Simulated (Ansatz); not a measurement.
Relaxed-ion elastic tensor of Ge in space group P6_3/mmc (No. 194; Ge on 4e, Ge on 4f) in GPa (Voigt order), DFT-PBEsol in the program Ansatz with PAW potentials; density 5.29 g/cm³, 22.82 Å³ per atom.

```
      1     2     3     4     5     6
-  ----  ----  ----  ----  ----  ----
1   136  38.8  26.8   0.0   0.0   0.0
2  38.8   136  26.8   0.0   0.0   0.0
3  26.8  26.8   151   0.0   0.0   0.0
4   0.0   0.0   0.0  40.0   0.0   0.0
5   0.0   0.0   0.0   0.0  40.0   0.0
6   0.0   0.0   0.0   0.0   0.0  48.5
```

### Question
Is the crystal mechanically stable?

### Answer
Yes: the smallest eigenvalue of C is 40.0 GPa.

### Question
Work out the Voigt, Reuss and Hill averages.

### Answer
K_V = 67.5, K_R = 67.5, K_H = 67.5; G_V = 47.7, G_R = 46.5, G_H = 47.1 GPa.

### Question
Give Young's modulus, Poisson's ratio, Pugh's ratio and the universal anisotropy index.

### Answer
E = 9KG/(3K + G) = 115 GPa; ν = 0.22; K/G = 1.43 (brittle by the Pugh limit of 1.75); A_U = 5G_V/G_R + K_V/K_R − 6 = 0.13.

### Question
Estimate the sound speeds and the Debye temperature.

### Answer
v_l = √((K + 4G/3)/ρ) = 4970 m/s, v_t = √(G/ρ) = 2990 m/s, mean 3300 m/s; Θ = (h/k)(3n/4πV)^(1/3) v_m = 347 K.

### Question
How much does each axis shrink under pressure?

### Answer
Linear compressibilities β_i = Σ_j S_ij (j = 1 to 3): x 5.0, y 5.0, z 4.8 per TPa.

The first step of the workflow began from a Materials Project structure, measured or hypothetical; the Crystallography Open Database copy checked does not list it. It is not the phase usual at ambient conditions (space group No. 227). The cell was relaxed with PBEsol under the symmetry of its start; of distortions, only those at the zone centre were tested. As this level gives no gap, shear constants depend on the k-mesh and smearing (Fermi–Dirac, 0.1 eV here).

Potentials: the later of the program's two PAW sets.
